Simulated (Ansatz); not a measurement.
AlPt in space group P2_13 (No. 198; Al on 4a, Pt on 4a) under volume change, r²SCAN (plane waves, PAW; program Ansatz), shape and atoms relaxed at each volume.

```csv
V (Å³/atom),E − E(relaxed) (meV/atom),P (GPa)
13.200,89.1,23.90
13.635,37.3,14.55
14.070,8.8,6.65
14.505,0.0,0.00
14.940,7.8,-5.61
15.375,___,___
15.810,___,___
```

Q: What belongs in the gaps?

A: 
- 15.375, E − E(relaxed) (meV/atom): 29.7
- 15.375, P (GPa): -10.33
- 15.810, E − E(relaxed) (meV/atom): 63.3
- 15.810, P (GPa): -14.29

Q: What does a third-order Birch–Murnaghan fit give for V₀, B₀ and B′?

A: V₀ = 14.51 Å³/atom, B₀ = 203 GPa, B′ = 4.7.

The first step of the workflow began from a Materials Project structure, measured or hypothetical; the Crystallography Open Database copy checked does not list it. With Al and Pt taken as one species the cell has the higher symmetry Pa-3, so it may be an ordered model of a mixed-site phase. Its standing as an ambient phase is unchecked. The cell was relaxed with r²SCAN under the symmetry of its start; its stability against distortions is not shown here. The run is not spin-polarised. Scalar-relativistic: spin–orbit coupling is off unless named, which matters more the heavier the elements.

Potentials: the earlier of the program's two PAW sets.
